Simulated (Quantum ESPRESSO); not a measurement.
# CGe5Si2: input and log of a self-consistent run

A calculation, not a measurement. The program is pw.x of Quantum ESPRESSO 7.5 (plane-wave density functional theory). The cell is made up: 8 atoms on a zincblende/diamond lattice, with randomly drawn elements, strain and displacements, not relaxed. PseudoDojo standard norm-conserving files (v0.5 for PBE, v0.4.1 for LDA and PBEsol) set the functional; there is no spin polarisation, spin-orbit coupling or dispersion term, and the masses in the input are unused placeholders.

Input:

```
&control calculation='scf', pseudo_dir='./dojo.nc.sr.pbe.v0_5.standard.upf', outdir='./o', disk_io='medium', tprnfor=.true., tstress=.true. /
&system ibrav=0, nat=8, ntyp=3, nbnd=51, ecutwfc=82.02448710, nosym=.true., tot_charge=0,
 occupations='smearing', smearing='fd', degauss=0.0073498644
/
&electrons conv_thr=7.350e-09, electron_maxstep=60, /
ATOMIC_SPECIES
C 1.0 C.upf
Ge 1.0 Ge.upf
Si 1.0 Si.upf
CELL_PARAMETERS angstrom
5.4666 -0.0021 0.0704
-0.0021 5.3874 -0.0292
0.0704 -0.0292 5.563
ATOMIC_POSITIONS angstrom
C -0.0166 0.0006 0.0305
Ge 0.0356 2.6629 2.7533
Ge 2.78 0.0121 2.8341
Ge 2.7508 2.7185 0.0557
Si 1.401 1.3417 1.41
Si 1.384 4.0 4.1565
Ge 4.1422 1.3361 4.2412
Ge 4.1159 4.0266 1.4526
K_POINTS automatic
6 6 6 1 1 1
```

The log is shortened where brackets say so; the opening notice, blank lines, dates and the lines on written files are dropped, and the path of the files is cut. It prints rydbergs, bohrs and kilobars, and counts compression as positive stress.

```
     Program PWSCF v.7.5
     Parallel version (MPI & OpenMP), running on       1 processor cores
     Number of MPI processes:                 1
     Threads/MPI process:                     1
     [start-up lines left out]
     bravais-lattice index     =            0
     lattice parameter (alat)  =      10.3312  a.u.
     unit-cell volume          =    1105.3988 (a.u.)^3
     number of atoms/cell      =            8
     number of atomic types    =            3
     number of electrons       =        82.00
     number of Kohn-Sham states=           51
     kinetic-energy cutoff     =      82.0245  Ry
     charge density cutoff     =     328.0979  Ry
     scf convergence threshold =      7.3E-09
     mixing beta               =       0.7000
     number of iterations used =            8  plain     mixing
     Exchange-correlation= PBE
                           (   1   4   3   4   0   0   0)
     [axes and pseudopotential details left out]
   Cartesian axes
     site n.     atom                  positions (alat units)
         1        C      tau(   1) = (  -0.0030364   0.0001097   0.0055789  )
         2        Ge     tau(   2) = (   0.0065117   0.4870814   0.5036168  )
         3        Ge     tau(   3) = (   0.5085006   0.0022133   0.5183962  )
         4        Ge     tau(   4) = (   0.5031595   0.4972514   0.0101883  )
         5        Si     tau(   5) = (   0.2562623   0.2454156   0.2579086  )
         6        Si     tau(   6) = (   0.2531528   0.7316555   0.7602815  )
         7        Ge     tau(   7) = (   0.7576659   0.2443912   0.7757743  )
         8        Ge     tau(   8) = (   0.7528552   0.7365210   0.2657007  )
     number of k points=   108  Fermi-Dirac smearing, width (Ry)=  0.0073
     Number of k-points >= 100: set verbosity='high' to print them.
     Dense  grid:   110915 G-vectors     FFT dimensions: (  60,  60,  64)
     Estimated max dynamical RAM per process >     155.96 MB
     Initial potential from superposition of free atoms
     starting charge      81.9946, renormalised to      82.0000
     Starting wfcs are   57 randomized atomic wfcs
     total cpu time spent up to now is       35.5 secs
     per-process dynamical memory:    89.5 Mb
     Self-consistent Calculation
     iteration #  1     ecut=    82.02 Ry     beta= 0.70
     Davidson diagonalization with overlap
     ethr =  1.00E-02,  avg # of iterations =  3.2
     Threshold (ethr) on eigenvalues was too large:
     Diagonalizing with lowered threshold
     Davidson diagonalization with overlap
     ethr =  4.35E-04,  avg # of iterations =  4.3
     total cpu time spent up to now is      206.4 secs
     total energy              =    -921.75614927 Ry
     estimated scf accuracy    <       0.36099094 Ry
     iteration #  2     ecut=    82.02 Ry     beta= 0.70
     Davidson diagonalization with overlap
     ethr =  4.40E-04,  avg # of iterations =  6.8
     total cpu time spent up to now is      293.8 secs
     total energy              =    -921.70151405 Ry
     estimated scf accuracy    <       1.05677734 Ry
     iteration #  3     ecut=    82.02 Ry     beta= 0.70
     Davidson diagonalization with overlap
     ethr =  4.40E-04,  avg # of iterations =  3.6
     total cpu time spent up to now is      394.2 secs
     total energy              =    -921.88655210 Ry
     estimated scf accuracy    <       0.02248820 Ry
     iteration #  4     ecut=    82.02 Ry     beta= 0.70
     Davidson diagonalization with overlap
     ethr =  2.74E-05,  avg # of iterations =  6.4
     total cpu time spent up to now is      515.2 secs
     total energy              =    -921.89043811 Ry
     estimated scf accuracy    <       0.00314931 Ry
     iteration #  5     ecut=    82.02 Ry     beta= 0.70
     Davidson diagonalization with overlap
     ethr =  3.84E-06,  avg # of iterations =  4.3
     total cpu time spent up to now is      620.5 secs
     total energy              =    -921.89099301 Ry
     estimated scf accuracy    <       0.00024663 Ry
     iteration #  6     ecut=    82.02 Ry     beta= 0.70
     Davidson diagonalization with overlap
     ethr =  3.01E-07,  avg # of iterations =  2.2
     total cpu time spent up to now is      691.0 secs
     total energy              =    -921.89104664 Ry
     estimated scf accuracy    <       0.00004240 Ry
     iteration #  7     ecut=    82.02 Ry     beta= 0.70
     Davidson diagonalization with overlap
     ethr =  5.17E-08,  avg # of iterations =  2.5
     total cpu time spent up to now is      763.0 secs
     total energy              =    -921.89105650 Ry
     estimated scf accuracy    <       0.00000231 Ry
     iteration #  8     ecut=    82.02 Ry     beta= 0.70
     Davidson diagonalization with overlap
     ethr =  2.82E-09,  avg # of iterations =  3.9
     total cpu time spent up to now is      843.4 secs
     total energy              =    -921.89105695 Ry
     estimated scf accuracy    <       0.00000049 Ry
     iteration #  9     ecut=    82.02 Ry     beta= 0.70
     Davidson diagonalization with overlap
     ethr =  5.95E-10,  avg # of iterations =  2.0
     total cpu time spent up to now is      939.1 secs
     total energy              =    -921.89105704 Ry
     estimated scf accuracy    <       0.00000004 Ry
     iteration # 10     ecut=    82.02 Ry     beta= 0.70
     Davidson diagonalization with overlap
     ethr =  4.36E-11,  avg # of iterations =  3.5
     total cpu time spent up to now is     1021.6 secs
     total energy              =    -921.89105705 Ry
     estimated scf accuracy    <          7.4E-09 Ry
     iteration # 11     ecut=    82.02 Ry     beta= 0.70
     Davidson diagonalization with overlap
     ethr =  9.06E-12,  avg # of iterations =  2.0
     total cpu time spent up to now is     1098.2 secs
     End of self-consistent calculation
     Number of k-points >= 100: set verbosity='high' to print the bands.
     the Fermi energy is     8.2629 ev
!    total energy              =    -921.89105705 Ry
     estimated scf accuracy    <          9.4E-10 Ry
     smearing contrib. (-TS)   =      -0.00151996 Ry
     internal energy E=F+TS    =    -921.88953709 Ry
     The total energy is F=E-TS. E is the sum of the following terms:
     one-electron contribution =    -532.02991034 Ry
     hartree contribution      =     317.71108003 Ry
     xc contribution           =    -228.38290380 Ry
     ewald contribution        =    -479.18780298 Ry
     convergence has been achieved in  11 iterations
     Forces acting on atoms (cartesian axes, Ry/au):
     atom    1 type  1   force =     0.02299863   -0.00670312   -0.00566760
     atom    2 type  2   force =     0.01644202    0.00580171    0.00713296
     atom    3 type  2   force =    -0.03992659   -0.00205544    0.00643923
     atom    4 type  2   force =    -0.04460859    0.00959907   -0.01387895
     atom    5 type  3   force =    -0.05118534   -0.06713796   -0.06033661
     atom    6 type  3   force =    -0.03814740    0.06173595    0.07095408
     atom    7 type  2   force =     0.06562105   -0.06283983    0.05622046
     atom    8 type  2   force =     0.06880621    0.06159962   -0.06086356
     Total force =     0.222695     Total SCF correction =     0.000193
     Computing stress (Cartesian axis) and pressure
          total   stress  (Ry/bohr**3)                   (kbar)     P=        2.53
   0.00002934  -0.00000299  -0.00011740            4.32       -0.44      -17.27
  -0.00000299   0.00009965   0.00013102           -0.44       14.66       19.27
  -0.00011740   0.00013102  -0.00007744          -17.27       19.27      -11.39
     init_run     :     29.48s CPU     35.49s WALL (       1 calls)
     electrons    :   1007.57s CPU   1062.65s WALL (       1 calls)
     forces       :     14.33s CPU     14.47s WALL (       1 calls)
     stress       :     50.48s CPU     50.65s WALL (       1 calls)
     [timing details left out]
     PWSCF        :  18m22.31s CPU  19m24.64s WALL
     JOB DONE.
```

In other units: free energy -12542.967 eV for the cell, pressure 0.25 GPa, largest force component 1.824 eV/Å. A rerun of this cell at 1347 eV and a 8 x 8 x 8 mesh moved values by no more than 0.005 eV in energy, 0.02 GPa in stress and 0.004 eV/Å in force.